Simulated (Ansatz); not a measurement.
## Ba2ZrS4: pressure against volume

Ba2ZrS4, I4/mmm, a = 4.981 Å, c = 15.826 Å. The structure is a Materials Project entry; whether it is the stable form wasn't checked. Ansatz: r2SCAN, PAW, 500 eV, Γ-centred 8×8×8 mesh on 7 atoms, Gaussian smearing 0.02 eV; no spin polarisation. Shape and atoms are relaxed at each volume; pressure is positive in compression.

| V (Å³/atom) | P (GPa) |
| --- | --- |
| 24.682 | 10.17 |
| 25.524 | 6.98 |
| 26.365 | 4.27 |
| 27.207 | ? |
| 28.048 | 0.01 |
| 28.890 | -1.65 |
| 29.731 | -3.05 |
| 30.853 | -4.53 |

Take V0 = 28.048 Å³/atom, count pressures from its P0 = 0.01 GPa, fit the third-order Birch–Murnaghan form to the other rows, and predict the missing pressure.

With the Eulerian strain f = ½[(V0/V)^(2/3) − 1] and y = (P − P0)/[3f(1 + 2f)^(5/2)], the form is the line y = B0 + 1.5 B0 (B0′ − 4) f. Rows (f, y): 0.04448, 61.5; 0.03244, 61.2; 0.02106, 60.8; -0.00976, 59.6; -0.01905, 59.0; -0.03078, 57.6. Means f = 0.006398, y = 59.950; Σ(Δf)² = 0.004634, ΣΔfΔy = 0.2212; the slope is their ratio. y = 59.64 + 47.74 f GPa, so B0 = 59.6 GPa and B0′ = 4 + 2 × (47.74)/(3 × 59.64) = 4.53. At V = 27.207, f = 0.01025, y = 60.13 and P = 1.96 GPa. The run gave 1.96 GPa, the same to the digits shown.